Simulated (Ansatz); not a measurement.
The slice is one period of a {100} plane through atoms; its size isn't given.

All values below come from PBEsol (plane waves to 420 eV, PAW, scalar-relativistic; Ansatz, a first-principles code). These are valence fields of a PAW run, semicore shells included where kept as valence: close to a nucleus they are smooth pseudo fields.

```
|@@@@@%%##*+=-:::::::-=+*##%%@@@@|
|@@@@@%%#*+==-:::.:::-==+*#%%@@@@|
|@@@@%%##*+=--::...::--=+*##%%@@@|
|@@@%%%##*+=--::...::--=+*##%%%@@|
|%%%%%##*+=--::.....::--=+*##%%%%|
|%%%###*++=--::.....::--=++*###%%|
|#####*++=--::.......::--=++*####|
|##***++=--::.........::--=++***#|
|**+++==--::....   ....::--==+++*|
|++===---::....     ....::---===+|
|===----::....       ....::----==|
|-----:::....         ....:::----|
|:::::::....           ....::::::|
|:::::.....             .....::::|
|:::......               ......::|
|::.......               .......:|
|:::......               ......::|
|:::::.....             .....::::|
|:::::::....           ....::::::|
|-----:::....         ....:::----|
|===----::....       ....::----==|
|++===---::....     ....::---===+|
|**+++==--::....   ....::--==+++*|
|##***++=--::.........::--=++***#|
|#####*++=--::.......::--=++*####|
|%%%###*++=--::.....::--=++*###%%|
|%%%%%##*+=--::.....::--=+*##%%%%|
|@@@%%%##*+=--::...::--=+*##%%%@@|
|@@@@%%##*+=--::...::--=+*##%%@@@|
|@@@@@%%#*+==-:::.:::-==+*#%%@@@@|
|@@@@@%%##*+=-:::::::-=+*##%%@@@@|
|@@@@@%%##*+=-:::::::-=+*##%%@@@@|
```
Scale: ten equal steps from -0.98 (start of ' ') to 1.18 (end of '@'), in the order ' .:-=+*#%@'. Values: log₁₀ of the valence density in e/Å³. The map has 32 points along u (one character each, u = 0 at the left) and 32 along v (v = 0 in the bottom row). The scale is logarithmic, as a density can span decades between atoms and voids.

```
|xxxxxx@%%#*=-:::::::-=*#%%@xxxxx|
|xxxxxx@%%#+=-:::::::-=+#%%@xxxxx|
|xxxxx@@%#*+=-:::.:::-=+*#%@@xxxx|
|xxxx@@@%#*+=-::...::-=+*#%@@@xxx|
|xxx@@@%#*+=--::...::--=+*#%@@@xx|
|@@@@@%%#*+=-::.....::-=+*#%%@@@@|
|%%%%%##*+=--::.....::--=+*##%%%%|
|%%%##**+=--::.......::--=+**##%%|
|###**++=--::.........::--=++**##|
|**+++==--::....   ....::--==+++*|
|=====---::....     ....::---====|
|------:::....       ....:::-----|
|::::::::....         ....:::::::|
|::::::.....           .....:::::|
|::::......             ......:::|
|:::.......             .......::|
|::::......             ......:::|
|::::::.....           .....:::::|
|::::::::....         ....:::::::|
|------:::....       ....:::-----|
|=====---::....     ....::---====|
|**+++==--::....   ....::--==+++*|
|###**++=--::.........::--=++**##|
|%%%##**+=--::.......::--=+**##%%|
|%%%%%##*+=--::.....::--=+*##%%%%|
|@@@@@%%#*+=-::.....::-=+*#%%@@@@|
|xxx@@@%#*+=--::...::--=+*#%@@@xx|
|xxxx@@@%#*+=-::...::-=+*#%@@@xxx|
|xxxxx@@%#*+=-:::.:::-=+*#%@@xxxx|
|xxxxxx@%%#+=-:::::::-=+#%%@xxxxx|
|xxxxxx@%%#*=-:::::::-=*#%%@xxxxx|
|xxxxxx@%%#*=-:::::::-=*#%%@xxxxx|
```
Scale: ten equal steps from 0.11 (start of ' ') to 0.59 (end of '@'), in the order ' .:-=+*#%@'. Values: electron localisation function (ELF). The map has 32 points along u (one character each, u = 0 at the left) and 32 along v (v = 0 in the bottom row). Points within 0.5 Å of a nucleus are blanked (x), as the pseudised field means little there.

Task: Which relaxed crystal do these maps come from?
A) Pt (fcc, Cu type)
B) Ni (fcc, Cu type)
C) Au (fcc, Cu type)

Result: C, Au (fcc, Cu type). Atoms on the slice: Au at (0.00, 0.00)

All were relaxed with their symmetry unable to fall. Pt is run without spin polarisation. Relaxed Ni ends ferromagnetic. Spin-orbit coupling is left out. The magnetic order is the one the run started from; other orders were not tried. (This holds for the magnetic or f-shell members.)
